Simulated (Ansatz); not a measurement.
**Structure optimisation: potassium, dhcp**

Theory: Ansatz, DFT, r2SCAN, plane waves (500 eV) with PAW, scalar-relativistic. (PAW data from PBE, frozen cores regenerated.)

k-point mesh 8×8×2, Fermi-Dirac smearing 0.1 eV, no spin polarisation. Cell and atoms relax.

Starting structure:

```
K
1.0
     4.65494    0.00000    0.00000
    -2.32747    4.03130    0.00000
     0.00000    0.00000   15.20303
K
4
Cartesian
  0.0000 0.0000 0.0000
  0.0000 0.0000 7.6015
  0.0000 2.6875 3.8008
  2.3275 1.3438 11.4023
```

The pressure at the start is 0.3 GPa. By how much does the volume change?

From 71.32 to 76.51 Å³ per atom, 7.3 %. The final cell has a = 4.765 Å, c = 15.563 Å (c/a = 3.266).

How much energy does the relaxation gain?

5.0 meV per atom.

Path of the relaxation (the plane waves are chosen anew near the end, which can shift the energy a little):

```json
{"step": "0", "E − E(final) (meV/atom)": "4.99", "V (Å³/atom)": "71.323", "P (GPa)": "0.30", "max force (eV/Å)": "0.000"}
{"step": "1", "E − E(final) (meV/atom)": "3.69", "V (Å³/atom)": "72.086", "P (GPa)": "0.25", "max force (eV/Å)": "0.000"}
{"step": "2", "E − E(final) (meV/atom)": "0.15", "V (Å³/atom)": "76.505", "P (GPa)": "0.02", "max force (eV/Å)": "0.000"}
{"step": "3", "E − E(final) (meV/atom)": "0.00", "V (Å³/atom)": "76.505", "P (GPa)": "0.02", "max force (eV/Å)": "0.000"}
```
